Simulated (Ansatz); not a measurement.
Input file for Ansatz (a quantum-chemistry and plane-wave program):

Ansatz 0.2 input:
```yaml
crystal:
  lattice:
    - [7.1242613385, 4.1131942016, 3.1717226588]
    - [-7.1242613385, 4.1131942016, 3.1717226588]
    - [0.0, -8.2263884031, 3.1717226588]
  atoms:
    - { symbol: Zn, position: [0.798193556, 0.5583971113, 0.3919550485] }
    - { symbol: Zn, position: [0.3919550485, 0.798193556, 0.5583971113] }
    - { symbol: Zn, position: [0.5583971113, 0.3919550485, 0.798193556] }
    - { symbol: Zn, position: [0.201806444, 0.4416028887, 0.6080449515] }
    - { symbol: Zn, position: [0.6080449515, 0.201806444, 0.4416028887] }
    - { symbol: Zn, position: [0.4416028887, 0.6080449515, 0.201806444] }
    - { symbol: Zn, position: [0.1274051174, 0.8940764555, 0.7255596058] }
    - { symbol: Zn, position: [0.7255596058, 0.1274051174, 0.8940764555] }
    - { symbol: Zn, position: [0.8940764555, 0.7255596058, 0.1274051174] }
    - { symbol: Zn, position: [0.8725948826, 0.1059235445, 0.2744403942] }
    - { symbol: Zn, position: [0.2744403942, 0.8725948826, 0.1059235445] }
    - { symbol: Zn, position: [0.1059235445, 0.2744403942, 0.8725948826] }
    - { symbol: Ge, position: [0.4644980637, 0.2304727028, 0.0554900534] }
    - { symbol: Ge, position: [0.0554900534, 0.4644980637, 0.2304727028] }
    - { symbol: Ge, position: [0.2304727028, 0.0554900534, 0.4644980637] }
    - { symbol: Ge, position: [0.5355019363, 0.7695272972, 0.9445099466] }
    - { symbol: Ge, position: [0.9445099466, 0.5355019363, 0.7695272972] }
    - { symbol: Ge, position: [0.7695272972, 0.9445099466, 0.5355019363] }
    - { symbol: O, position: [0.3051292787, 0.0120607446, 0.9718292743] }
    - { symbol: O, position: [0.9718292743, 0.3051292787, 0.0120607446] }
    - { symbol: O, position: [0.0120607446, 0.9718292743, 0.3051292787] }
    - { symbol: O, position: [0.6948707213, 0.9879392554, 0.0281707257] }
    - { symbol: O, position: [0.0281707257, 0.6948707213, 0.9879392554] }
    - { symbol: O, position: [0.9879392554, 0.0281707257, 0.6948707213] }
    - { symbol: O, position: [0.6129711135, 0.3145304315, 0.2794639169] }
    - { symbol: O, position: [0.2794639169, 0.6129711135, 0.3145304315] }
    - { symbol: O, position: [0.3145304315, 0.2794639169, 0.6129711135] }
    - { symbol: O, position: [0.3870288865, 0.6854695685, 0.7205360831] }
    - { symbol: O, position: [0.7205360831, 0.3870288865, 0.6854695685] }
    - { symbol: O, position: [0.6854695685, 0.7205360831, 0.3870288865] }
    - { symbol: O, position: [0.9640711835, 0.6482871694, 0.6373038243] }
    - { symbol: O, position: [0.6373038243, 0.9640711835, 0.6482871694] }
    - { symbol: O, position: [0.6482871694, 0.6373038243, 0.9640711835] }
    - { symbol: O, position: [0.0359288165, 0.3517128306, 0.3626961757] }
    - { symbol: O, position: [0.3626961757, 0.0359288165, 0.3517128306] }
    - { symbol: O, position: [0.3517128306, 0.3626961757, 0.0359288165] }
    - { symbol: O, position: [0.5793257345, 0.2486982959, 0.9262208108] }
    - { symbol: O, position: [0.9262208108, 0.5793257345, 0.2486982959] }
    - { symbol: O, position: [0.2486982959, 0.9262208108, 0.5793257345] }
    - { symbol: O, position: [0.4206742655, 0.7513017041, 0.0737791892] }
    - { symbol: O, position: [0.0737791892, 0.4206742655, 0.7513017041] }
    - { symbol: O, position: [0.7513017041, 0.0737791892, 0.4206742655] }
kpoints:
  mp_grid: { grid: [2, 2, 2] }
hamiltonian:
  xc: hse06
  pseudopotentials: { azcp: { folder: ./paw }, kind: paw }
scf:
  n_extra_bands: 42
  occupations: { method: fixed }
output:
  eigenvalues: true
  eigenstates:
    e_range: [-9.0, 12.1]
    kpoints:
      - [0.0, 0.0, 0.0]  # VBM
      - [0.0, 0.0, 0.0]  # CBM
      - [0.0, 0.0, 0.0]  # GAMMA
      - [0.5, -0.5, 0.5]  # T
      - [0.2657682811, -0.7342317189, 0.2657682811]  # P_0
      - [0.2657682811, 0.2657682811, 0.2657682811]  # P_2
      - [0.5, 0.0, 0.0]  # L
      - [0.5, -0.5, 0.0]  # F
```

Output (shortened):

```
Pseudopotential: Zn, paw, valence charge 12
Pseudopotential: Ge, paw, valence charge 14
Pseudopotential: O, paw, valence charge 6
Functional definition: HSE06
davidson cushion auto → on  (no smearing: the cushion is to keep the highest requested band from converging to the state above it …
Crystal: 42 atoms, lattice volume = 557.655 Å³
Basis set: ecut = 420 eV, 10859 PW (Γ)
Bands: 228, of which v1, the nominal top of the filled ones, is band 186 counted from 1 (185 counted from 0)
Symmetry: 6 space group operations
Space group: R-3 (ITA 148), of the structure as read, at distance tolerance 8.2e-5 Å
k-points: 4 of 8
SCF iter   1: F=—  HF=-79233.158547 eV  |F-HF|=—  |Δ(HF+E_count)|=         —  Δρ=1.09e-1  dr2=3.88e1  ethr=1.00e-1  ⟨swp⟩=7.0  Hψ=3048  notcnv=0
preconditioner: auto → none
iter 2 solved again at ethr=1.03e-3 eV; its pass at ethr=1.04e-2 eV (dr2=3.82e0 eV) is discarded
SCF iter   2: F=—  HF=-79224.362417 eV  |F-HF|=—  |Δ(HF+E_count)|=    8.80e0  Δρ=4.05e-2  dr2=3.78e0  ethr=1.03e-3  ⟨swp⟩=3.0  Hψ=4762  notcnv=0
SCF iter   3: F=—  HF=-79222.339775 eV  |F-HF|=—  |Δ(HF+E_count)|=    2.02e0  Δρ=1.94e-2  dr2=9.84e-1  ethr=1.02e-3  ⟨swp⟩=3.0  Hψ=2656  notcnv=0
SCF iter   4: F=—  HF=-79222.362878 eV  |F-HF|=—  |Δ(HF+E_count)|=   2.31e-2  Δρ=6.46e-3  dr2=1.74e-1  ethr=2.64e-4  ⟨swp⟩=3.0  Hψ=2367  notcnv=0
SCF iter   5: F=—  HF=-79222.351354 eV  |F-HF|=—  |Δ(HF+E_count)|=   1.15e-2  Δρ=2.36e-3  dr2=1.45e-2  ethr=4.68e-5  ⟨swp⟩=3.0  Hψ=2298  notcnv=0
SCF iter   6: F=—  HF=-79222.363942 eV  |F-HF|=—  |Δ(HF+E_count)|=   1.26e-2  Δρ=2.01e-3  dr2=2.03e-2  ethr=3.91e-6  ⟨swp⟩=4.0  Hψ=3094  notcnv=0
SCF iter   7: F=—  HF=-79222.360084 eV  |F-HF|=—  |Δ(HF+E_count)|=   3.86e-3  Δρ=4.75e-4  dr2=1.24e-3  ethr=3.91e-6  ⟨swp⟩=3.8  Hψ=2342  notcnv=0
SCF iter   8: F=-79222.359774 eV  HF=-79222.359813 eV  |F-HF|=3.98e-5  |Δ(HF+E_count)|=   2.71e-4  Δρ=1.25e-4  dr2=7.36e-5  ethr=3.33e-7  ⟨swp⟩=3.2  Hψ=2346  notcnv=0
SCF 1 stopped early in 8 iterations: F = -79222.359774 eV  dr2 = 7.36e-5
Crystal: 42 atoms, lattice volume = 557.655 Å³
Exchange kernel: α = 0.2500, screened, ω = 0.2079 Å⁻¹, Wigner–Seitz truncation, v(0) = 1040.3223 eV·Å³, q-mesh 2×2×2, nearest image of the exchange supercell L …
Frozen-core exchange: fock
SCF iter   1: F=—  HF=-79225.335394 eV  |F-HF|=—  |Δ(HF+E_count)|=         —  Δρ=2.09e-2  dr2=1.31e0  ethr=1.98e-7  ⟨swp⟩=11.2  Hψ=6530  notcnv=0
preconditioner: auto → none
SCF iter   2: F=—  HF=-79224.872652 eV  |F-HF|=—  |Δ(HF+E_count)|=   4.63e-1  Δρ=3.98e-3  dr2=6.61e-2  ethr=1.98e-7  ⟨swp⟩=6.0  Hψ=4601  notcnv=0
SCF iter   3: F=—  HF=-79225.080397 eV  |F-HF|=—  |Δ(HF+E_count)|=   2.08e-1  Δρ=3.23e-3  dr2=2.54e-2  ethr=1.98e-7  ⟨swp⟩=7.2  Hψ=4339  notcnv=0
SCF iter   4: F=—  HF=-79225.074808 eV  |F-HF|=—  |Δ(HF+E_count)|=   5.59e-3  Δρ=4.54e-4  dr2=8.59e-4  ethr=1.98e-7  ⟨swp⟩=4.0  Hψ=3585  notcnv=0
SCF iter   5: F=—  HF=-79225.077359 eV  |F-HF|=—  |Δ(HF+E_count)|=   2.55e-3  Δρ=3.61e-4  dr2=6.72e-4  ethr=1.80e-7  ⟨swp⟩=5.2  Hψ=2984  notcnv=0
SCF iter   6: F=—  HF=-79225.077248 eV  |F-HF|=—  |Δ(HF+E_count)|=   1.10e-4  Δρ=2.26e-4  dr2=2.51e-4  ethr=1.77e-7  ⟨swp⟩=4.0  Hψ=2630  notcnv=0
SCF iter   7: F=-79225.077175 eV  HF=-79225.077185 eV  |F-HF|=9.70e-6  |Δ(HF+E_count)|=   6.36e-5  Δρ=4.62e-5  dr2=2.19e-5  ethr=6.43e-8  ⟨swp⟩=3.0  Hψ=2169  notcnv=0
SCF 2 stopped early in 7 iterations: F = -79225.077175 eV  dr2 = 2.19e-5
hybrid outer 1: dexx = +2.180e-1 eV, tail = 1.24e-3 eV
Crystal: 42 atoms, lattice volume = 557.655 Å³
Exchange kernel: α = 0.2500, screened, ω = 0.2079 Å⁻¹, Wigner–Seitz truncation, v(0) = 1040.3223 eV·Å³, q-mesh 2×2×2, nearest image of the exchange supercell L …
Frozen-core exchange: fock
SCF iter   1: F=—  HF=-79225.070180 eV  |F-HF|=—  |Δ(HF+E_count)|=         —  Δρ=1.02e-4  dr2=3.43e-5  ethr=1.67e-6  ⟨swp⟩=5.0  Hψ=2199  notcnv=0
preconditioner: auto → none
iter 2 solved again at ethr=2.48e-10 eV; its pass at ethr=8.46e-9 eV (dr2=9.24e-7 eV) is discarded
SCF iter   2: F=—  HF=-79225.070198 eV  |F-HF|=—  |Δ(HF+E_count)|=   1.81e-5  Δρ=1.82e-5  dr2=3.14e-6  ethr=2.48e-10  ⟨swp⟩=2.5  Hψ=5585  notcnv=0
SCF iter   3: F=—  HF=-79225.070213 eV  |F-HF|=—  |Δ(HF+E_count)|=   1.42e-5  Δρ=1.89e-5  dr2=1.38e-6  ethr=2.47e-10  ⟨swp⟩=6.5  Hψ=3701  notcnv=0
SCF iter   4: F=-79225.070212 eV  HF=-79225.070212 eV  |F-HF|=5.87e-8  |Δ(HF+E_count)|=   1.83e-7  Δρ=4.96e-6  dr2=6.44e-8  ethr=2.47e-10  ⟨swp⟩=3.0  Hψ=2571  notcnv=0
SCF 3 converged in 4 iterations: F = -79225.070212 eV  dr2 = 6.44e-8
hybrid outer 2: dexx = +1.370e-5 eV, tail = 5.48e-7 eV, Δε = 4.22e-3 eV (about 1.29e-4 eV left of the loop's levels)
NSCF: frozen V_eff on 8 k-points
hybrid SCF converged: 2 outer / 11 inner (+8 warm-up), last move |dexx| = 1.37e-5 eV, tail = 5.48e-7 eV
Stability not checked (fock_operator)
Free energy (F): -79225.070211 eV
Frozen-core exchange: fock
Harris-Foulkes:  -79225.070211 eV  (|F-HF|=5.87e-8)
Internal energy: -79225.070211 eV  (E = F + TS)
E sigma→0 (E₀):  -79225.070211 eV
Fermi energy:    3.693197 eV
--- Per-component energies (eV) ---
  E_band       = -2047.707616
  E_kinetic    = 6380.176109
  E_local      = -50479.721877  (includes V_loc(G=0)·N_el)
  E_nonlocal   = 12569.780326
  E_hartree    = 20809.556759
  E_xc         = -2458.976106
  E_vxc        = -2525.207694  (∫ρ·V_xc dr)
  E_exx        = -1302.983137  (= α·E_x^exact, valence–valence)
  E_paw        = -38198.785499  (= ΣΔE_a)
  E_vpaw       = -7005.884090  (= ΣTr[D̂ρ^β])
  E_aug_tail   = 0.015682  (compensation charges beyond the density's cutoff)
  E_ewald      = -26548.988461
  E_core_change = 4.855992  (= ΣΔE_core)
  E_smearing   =  0.000000  (= −TS)
  E_closure    =  0.000000  (closes the sum)
  Σ components = -79225.070211   (vs F -79225.070211, Δ=1.46e-11)
  [band-id]    e_kinetic+e_local+e_nonlocal+2·e_hartree+e_vxc+2·e_exx+e_vpaw+e_augmentation_tail = -2047.694300   (vs E_band -2047.707616, Δ=1.33e-2)
--- Band table (eV) ---
  k-point 0: bands = ["-22.0284", "-22.0283", "-22.0283", "-22.0276", "-22.0276", "-22.0268", "-22.0062", "-22.0062", "-22.0061", "-22.0054", "-22.0053", "-22.0053", "-21.9999", "-21.9999", "-21.9998", "-21.9998", "-21.9992", "-21.9991", "-21.7486", …
  k-point 1: bands = ["-22.0287", "-22.0286", "-22.0282", "-22.0276", "-22.0271", "-22.0270", "-22.0063", "-22.0062", "-22.0058", "-22.0057", "-22.0053", "-22.0052", "-22.0004", "-21.9998", "-21.9998", "-21.9995", "-21.9993", "-21.9991", "-21.7487", …
  k-point 2: bands = ["-22.0290", "-22.0284", "-22.0281", "-22.0279", "-22.0269", "-22.0268", "-22.0063", "-22.0060", "-22.0059", "-22.0057", "-22.0055", "-22.0052", "-22.0005", "-22.0004", "-21.9996", "-21.9995", "-21.9990", "-21.9990", "-21.7487", …
  k-point 3: bands = ["-22.0286", "-22.0286", "-22.0282", "-22.0282", "-22.0272", "-22.0263", "-22.0066", "-22.0059", "-22.0059", "-22.0055", "-22.0055", "-22.0049", "-22.0010", "-21.9999", "-21.9999", "-21.9992", "-21.9991", "-21.9991", "-21.7487", …
```

Cost: very roughly 50 core-minutes on shared cores.

The points marked VBM and CBM come from a semilocal run.

The workflow started from an entry of the Crystallography Open Database (COD), which files this formula under 2 space groups. Its standing as an ambient phase is unchecked. Symmetry was held in the r²SCAN relaxation; its stability against distortions is not shown here. Scalar-relativistic: spin–orbit coupling is off unless named, which matters more the heavier the elements.

Potentials: the earlier of the program's two PAW sets.

Ansatz is a plane-wave DFT program.
